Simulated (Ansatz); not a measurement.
ScAl:
```
ScAl
1.0
    3.36965     0.00000     0.00000
    0.00000     3.36965     0.00000
    0.00000     0.00000     3.36965
Sc Al
1 1
Direct
  0.50000   0.50000   0.50000
  0.00000   0.00000   0.00000
```

This is the r²SCAN-relaxed structure.

**Question.** All from the program Ansatz at the r²SCAN level (PAW), unless another level is named. Predict the density of states at the Fermi level.

**Answer.** 0.35 states/eV per atom (mean over ±0.08 eV).

**Question.** What about the formation energy from the elements (no fitted shifts)?

**Answer.** -0.49 eV/atom.

Space group Pm-3m (CsCl type). The workflow started from a Materials Project entry (that database holds measured and hypothetical structures alike); the Crystallography Open Database copy checked does not list it. With Sc and Al taken as one species the cell has the higher symmetry Im-3m, so it may be an ordered model of a mixed-site phase. Whether it is the stable phase at ambient conditions was not checked. The r²SCAN relaxation kept the symmetry of its start; its stability against distortions is not shown here. No spin polarisation was allowed. The references are the lowest solids computed at this level, not always the standard phases.

Potentials: the later of the program's two PAW sets.
